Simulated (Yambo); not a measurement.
Material: CsHgF3 (cubic perovskite, space group Pm-3m, No. 221); a = b = c = 4.595 Å, α = β = γ = 90.00° (5 atoms in the cell). The geometry is that of Materials Project entry mp-561947, symmetrised and not relaxed again.

With PBEsol (Quantum ESPRESSO, PseudoDojo norm-conserving, 84 Ry, scalar-relativistic), the gap between the mesh's edge points (R → Γ) is 0.545 eV.

### Question
By how much does one-shot G0W0 (Yambo; 4×4×4 Γ-centred k mesh, bands 5 to 147 and a 7 Ry block in the screening, 147 bands in G with the Bruneval-Gonze terminator, plasmon pole fitted at 27.2 eV) open this gap, and what gap results?

### Answer
The correction is 1.777 eV, giving 2.322 eV, 4.3 times the PBEsol value.  Nearest settings tried, and what they do to the gap: 72 bands in W: +312 meV. Not varied: bands in G, block, mesh. So the settings aren't converged at that level. Spin-orbit coupling is left out, which matters for elements this heavy: edges can move by tenths of an eV. The cell is held in this high symmetry; tilts and polar distortions were not searched.
